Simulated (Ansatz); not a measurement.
Ansatz (an electronic-structure program) input:

Ansatz 0.2 input:
```yaml
crystal:
  lattice:
    - [0.0, 5.0079943284, 5.0079943284]
    - [5.0079943284, 0.0, 5.0079943284]
    - [5.0079943284, 5.0079943284, 0.0]
  atoms:
    - { symbol: Rb, position: [0.75, 0.75, 0.75] }
    - { symbol: Rb, position: [0.25, 0.25, 0.25] }
    - { symbol: Cu, position: [0.5, 0.5, 0.5] }
    - { symbol: Sb, position: [0.0, 0.0, 0.0] }
    - { symbol: Cl, position: [0.7384803696, 0.2615196304, 0.2615196304] }
    - { symbol: Cl, position: [0.2615196304, 0.7384803696, 0.7384803696] }
    - { symbol: Cl, position: [0.2615196304, 0.7384803696, 0.2615196304] }
    - { symbol: Cl, position: [0.7384803696, 0.2615196304, 0.7384803696] }
    - { symbol: Cl, position: [0.2615196304, 0.2615196304, 0.7384803696] }
    - { symbol: Cl, position: [0.7384803696, 0.7384803696, 0.2615196304] }
kpoints:
  mp_grid: { grid: [5, 5, 5] }
hamiltonian:
  xc: lda
  pseudopotentials: { kind: paw }
scf:
  occupations: { method: fixed }
phonons:
  method: dfpt
  response_accuracy: low
  eigenvectors: true
  rigid_motions: translations
  dielectric: true
```

Output (shortened):

```
Pseudopotential: Rb, paw, valence charge 9
Pseudopotential: Cu, paw, valence charge 19
Pseudopotential: Sb, paw, valence charge 15
Pseudopotential: Cl, paw, valence charge 7
Functional definition: SPW92
Crystal: 10 atoms, lattice volume = 251.201 Å³
Basis set: ecut = 420 eV, 4957 PW (Γ), exchange–correlation on 96×96×96 points (8 copies of the dense FFT grid, shifted against one another)
Bands: 57, of which v1, the nominal top of the filled ones, is band 47 counted from 1 (46 counted from 0)
Symmetry: 48 space group operations
k-points: 63 of 125 (irreducible under 1 space group operation, time reversal used)
SCF iter   1: F=—  HF=-25509.950309 eV  |F-HF|=—  |Δ(HF+E_count)|=         —  Δρ=8.78e-3  dr2=1.75e-1  ethr=1.77e-3  ⟨swp⟩=5.3  Hψ=11965  notcnv=0  defer=484
preconditioner: auto → Resta (q_TF=auto, 2.316 Å⁻¹)
SCF iter   2: F=—  HF=-25509.919432 eV  |F-HF|=—  |Δ(HF+E_count)|=   3.09e-2  Δρ=6.36e-3  dr2=8.78e-2  ethr=1.86e-4  ⟨swp⟩=3.0  Hψ=7324  notcnv=0  defer=495
SCF iter   3: F=—  HF=-25509.909233 eV  |F-HF|=—  |Δ(HF+E_count)|=   1.02e-2  Δρ=5.74e-3  dr2=5.19e-2  ethr=9.34e-5  ⟨swp⟩=3.0  Hψ=6450  notcnv=0  defer=494
SCF iter   4: F=—  HF=-25509.899188 eV  |F-HF|=—  |Δ(HF+E_count)|=   1.00e-2  Δρ=9.93e-4  dr2=1.64e-3  ethr=5.52e-5  ⟨swp⟩=2.0  Hψ=4752  notcnv=0  defer=480
SCF iter   5: F=—  HF=-25509.899000 eV  |F-HF|=—  |Δ(HF+E_count)|=   1.88e-4  Δρ=3.04e-4  dr2=2.29e-4  ethr=1.74e-6  ⟨swp⟩=2.7  Hψ=5431  notcnv=0  defer=486
SCF iter   6: F=—  HF=-25509.898969 eV  |F-HF|=—  |Δ(HF+E_count)|=   3.11e-5  Δρ=8.19e-5  dr2=1.62e-5  ethr=2.43e-7  ⟨swp⟩=2.1  Hψ=4416  notcnv=0  defer=465
SCF iter   7: F=—  HF=-25509.898970 eV  |F-HF|=—  |Δ(HF+E_count)|=   8.31e-7  Δρ=5.58e-5  dr2=5.75e-6  ethr=1.72e-8  ⟨swp⟩=2.9  Hψ=6057  notcnv=0  defer=425
SCF iter   8: F=—  HF=-25509.898796 eV  |F-HF|=—  |Δ(HF+E_count)|=   1.74e-4  Δρ=6.14e-6  dr2=9.37e-8  ethr=6.12e-9  ⟨swp⟩=2.0  Hψ=3732  notcnv=0  defer=374
SCF iter  12: F=-25509.898796 eV  HF=-25509.898796 eV  |F-HF|=7.28e-12  |Δ(HF+E_count)|=  4.00e-11  Δρ=2.85e-8  dr2=3.47e-12  ethr=1.00e-12  ⟨swp⟩=20.6  Hψ=27482  notcnv=0
SCF 1 converged in 12 iterations: F = -25509.898796 eV  dr2 = 3.47e-12
NSCF: frozen V_eff on 10 k-points
DFPT response loops at Γ: preconditioner auto → Resta (q_TF=auto, 2.316 Å⁻¹)  ε∞=8.8 (no band partly filled) …
── the response to a field inside a basis, on 6×6×6 k-points: an SCF that follows is theirs, and a resumed run solves both again ──
Crystal: 10 atoms, lattice volume = 251.201 Å³
Bands: 48, of which v1, the nominal top of the filled ones, is band 47 counted from 1 (46 counted from 0)
k-points: 28 of 216 (irreducible under 12 space group operations)
SCF iter   1: F=—  HF=-25509.613931 eV  |F-HF|=—  |Δ(HF+E_count)|=         —  Δρ=4.46e-4  dr2=2.18e-4  ethr=1.00e-1
preconditioner: auto → Resta (q_TF=auto, 2.316 Å⁻¹)
SCF iter   2: F=—  HF=-25509.613953 eV  |F-HF|=—  |Δ(HF+E_count)|=   2.26e-5  Δρ=3.44e-4  dr2=1.71e-4  ethr=2.32e-7
SCF iter   3: F=—  HF=-25509.614006 eV  |F-HF|=—  |Δ(HF+E_count)|=   5.27e-5  Δρ=4.03e-4  dr2=2.78e-4  ethr=1.81e-7
SCF iter   4: F=—  HF=-25509.613951 eV  |F-HF|=—  |Δ(HF+E_count)|=   5.48e-5  Δρ=4.19e-5  dr2=4.13e-6  ethr=1.81e-7
SCF iter   5: F=—  HF=-25509.613952 eV  |F-HF|=—  |Δ(HF+E_count)|=   8.50e-7  Δρ=1.29e-5  dr2=5.27e-7  ethr=4.39e-9
SCF iter   6: F=-25509.613952 eV  HF=-25509.613952 eV  |F-HF|=2.40e-8  |Δ(HF+E_count)|=   6.14e-8  Δρ=4.58e-6  dr2=5.36e-8  ethr=5.61e-10
SCF 1 converged in 6 iterations: F = -25509.613952 eV  dr2 = 5.36e-8
DFPT response loops at Γ: preconditioner auto → Resta (q_TF=auto, 2.316 Å⁻¹)  ε∞=9.6 (no band partly filled) …
WARN: field response: ε∞ stands inside a basis, on 6×6×6 points …
SCF converged after 12 iterations
Free energy (F): -25509.898796 eV
Harris-Foulkes:  -25509.898796 eV  (|F-HF|=7.28e-12)
Internal energy: -25509.898796 eV  (E = F + TS)
E sigma→0 (E₀):  -25509.898796 eV
Fermi energy:    5.929584 eV
--- Per-component energies (eV) ---
  E_band       = -978.254088
  E_kinetic    = 1863.950881
  E_local      = -11165.733003  (includes V_loc(G=0)·N_el)
  E_nonlocal   = 1309.180361
  E_hartree    = 4630.393372
  E_xc         = -1120.971307
  E_vxc        = -1214.701349  (∫ρ·V_xc dr)
  E_paw        = -14826.742848  (= ΣΔE_a)
  E_vpaw       = -1031.738414  (= ΣTr[D̂ρ^β])
  E_aug_tail   = 0.000829  (compensation charges beyond the density's cutoff)
  E_ewald      = -6202.671033
  E_core_change = 2.693952  (= ΣΔE_core)
  E_smearing   =  0.000000  (= −TS)
  E_closure    = 0.000000  (closes the sum)
  Σ components = -25509.898796   (vs F -25509.898796, Δ=0.00e0)
  [band-id]    e_kinetic+e_local+e_nonlocal+2·e_hartree+e_vxc+e_vpaw+e_augmentation_tail = -978.253952   (vs E_band -978.254088, Δ=1.36e-4)
--- Band table (eV; the first three rows and the last of 63) ---
  k-point 0: bands = ["-104.8411", "-62.6987", "-62.6987", "-62.6987", "-24.0682", "-24.0682", "-24.0457", "-24.0457", "-24.0457", "-20.6829", "-20.6763", "-10.4799", "-9.6201", "-9.6201", "-9.6201", "-9.2792", "-9.2792", "-4.8806", "-4.8806", "-4.8806", …
  k-point 1: bands = ["-104.8411", "-62.6987", "-62.6987", "-62.6987", "-24.0682", "-24.0682", "-24.0457", "-24.0457", "-24.0457", "-20.6821", "-20.6768", "-10.4181", "-9.7273", "-9.5918", "-9.5918", "-9.3160", "-9.3160", "-4.8646", "-4.8646", "-4.8417", …
  k-point 2: bands = ["-104.8411", "-62.6987", "-62.6987", "-62.6987", "-24.0682", "-24.0682", "-24.0457", "-24.0457", "-24.0457", "-20.6804", "-20.6784", "-10.2449", "-9.9706", "-9.5153", "-9.5153", "-9.4060", "-9.4060", "-4.8311", "-4.8311", "-4.8075", …
  k-point 62: bands = ["-104.8411", "-62.6987", "-62.6987", "-62.6987", "-24.0682", "-24.0682", "-24.0457", "-24.0457", "-24.0457", "-20.6795", "-20.6791", "-10.1437", "-10.0249", "-9.5923", "-9.5273", "-9.4118", "-9.3971", "-4.8155", "-4.8052", "-4.8001", …
--- Phonons (Γ-DFPT): 5 representative perturbations + reference, on 63 of 125 k-points (Σ response iterations 17) ---
  ASR residual: 1.865e-4 → 0.000e0 eV/Å²; symmetrization residual: 3.453e-4 eV/Å²
  ASR residual per site (eV/Å²): 4.19e-5 4.19e-5 1.71e-4 1.40e-4 1.86e-4 1.86e-4 1.86e-4 1.86e-4 1.86e-4 1.86e-4
  Γ frequencies (cm⁻¹): -36.42 -36.42 -36.42 0.00 0.00 0.00 47.37 47.37 47.37 48.83 48.83 48.83 80.03 80.03 80.03 97.96 97.96 97.96 129.12 129.12 129.12 139.65 139.65 139.65 204.37 204.37 224.45 224.45 224.45 297.73
  ε∞ (high-frequency dielectric tensor):
        6.633937     0.000000     0.000000
        0.000000     6.633937     0.000000
        0.000000     0.000000     6.633937
  ε⁰ (static dielectric tensor): not given — an optical mode at Γ is not stable, and the ionic part, a sum over the modes at Γ, is formed only where all of …
  softest optical mode at Γ: -36.42 cm⁻¹; the repairs (sum rule, projections) moved no ω² at Γ by more than (8.99 cm⁻¹)²
  Born effective charges Z* (e; rows j = field, columns β = displacement):
    site 0:
         1.29245    0.00000    0.00000
         0.00000    1.29245    0.00000
         0.00000    0.00000    1.29245
    site 1:
         1.29245    0.00000    0.00000
         0.00000    1.29245    0.00000
         0.00000    0.00000    1.29245
    site 2:
         1.61780    0.00000    0.00000
         0.00000    1.61780    0.00000
         0.00000    0.00000    1.61780
    site 3:
         5.07821    0.00000    0.00000
         0.00000    5.07821    0.00000
         0.00000    0.00000    5.07821
    site 4:
        -3.13815    0.00000    0.00000
         0.00000   -0.75115    0.00000
         0.00000    0.00000   -0.75115
    site 5:
        -3.13815    0.00000    0.00000
         0.00000   -0.75115    0.00000
         0.00000    0.00000   -0.75115
    site 6:
        -0.75115    0.00000    0.00000
         0.00000   -3.13815    0.00000
         0.00000    0.00000   -0.75115
    site 7:
        -0.75115    0.00000    0.00000
         0.00000   -3.13815    0.00000
         0.00000    0.00000   -0.75115
    site 8:
        -0.75115    0.00000    0.00000
         0.00000   -0.75115    0.00000
         0.00000    0.00000   -3.13815
    site 9:
        -0.75115    0.00000    0.00000
         0.00000   -0.75115    0.00000
         0.00000    0.00000   -3.13815
  Z* charge neutrality: 8.414e-3 e pre-enforcement
  solved inside a basis spanned on kpoints, on 6×6×6 k-points, its susceptibility summed on 10×10×10: ε∞ is read to err by 3.3e-2, Z* by 3.7e-2 e (field_mesh …
  optical modes at Γ without the LO–TO term, one row a degenerate level:
      ω (cm⁻¹)  modes    IR ((D/Å)²/amu)
        -36.42      3             0.0000
         47.37      3             0.0000
         48.83      3             3.4348
         80.03      3             0.0000
         97.96      3            12.1323
        129.12      3             0.0000
        139.65      3             0.1347
        204.37      2             0.0000
        224.45      3            47.3739
        297.73      1             0.0000
  optical modes at Γ + LO–TO along q̂ = [1.0000, 0.0000, 0.0000]:
      ω (cm⁻¹)  modes    IR ((D/Å)²/amu)
        -36.42      3             0.0000
         47.37      3             0.0000
         48.83      2             2.2899
         55.18      1             0.2236
         80.03      3             0.0000
         97.96      2             8.0882
        115.09      1             1.8721
        129.12      3             0.0000
        139.65      2             0.0898
        139.84      1             0.0405
        204.37      2             0.0000
        224.45      2            31.5826
        270.04      1            18.8890
        297.73      1             0.0000
  optical modes at Γ + LO–TO along q̂ = [0.0000, 1.0000, 0.0000]:
      ω (cm⁻¹)  modes    IR ((D/Å)²/amu)
        -36.42      3             0.0000
         47.37      3             0.0000
         48.83      2             2.2899
         55.18      1             0.2236
         80.03      3             0.0000
         97.96      2             8.0882
        115.09      1             1.8721
        129.12      3             0.0000
        139.65      2             0.0898
        139.84      1             0.0405
        204.37      2             0.0000
        224.45      2            31.5826
        270.04      1            18.8890
        297.73      1             0.0000
  optical modes at Γ + LO–TO along q̂ = [0.0000, 0.0000, 1.0000]:
      ω (cm⁻¹)  modes    IR ((D/Å)²/amu)
        -36.42      3             0.0000
         47.37      3             0.0000
         48.83      2             2.2899
         55.18      1             0.2236
         80.03      3             0.0000
         97.96      2             8.0882
        115.09      1             1.8721
        129.12      3             0.0000
        139.65      2             0.0898
        139.84      1             0.0405
        204.37      2             0.0000
        224.45      2            31.5826
        270.04      1            18.8890
        297.73      1             0.0000
```

Cost: roughly 18 core-minutes on shared cores.

Space group Fm-3m. The workflow started from a Materials Project entry (that database holds measured and hypothetical structures alike); the Crystallography Open Database copy checked does not list it. Its standing as an ambient phase is unchecked. Symmetry was held in the LDA relaxation; phonons on a q-mesh show weakly imaginary modes. The run is not spin-polarised. Spin–orbit coupling is left out wherever it is not named.

Potentials: the later of the program's two PAW sets.

Ansatz is a plane-wave DFT program.
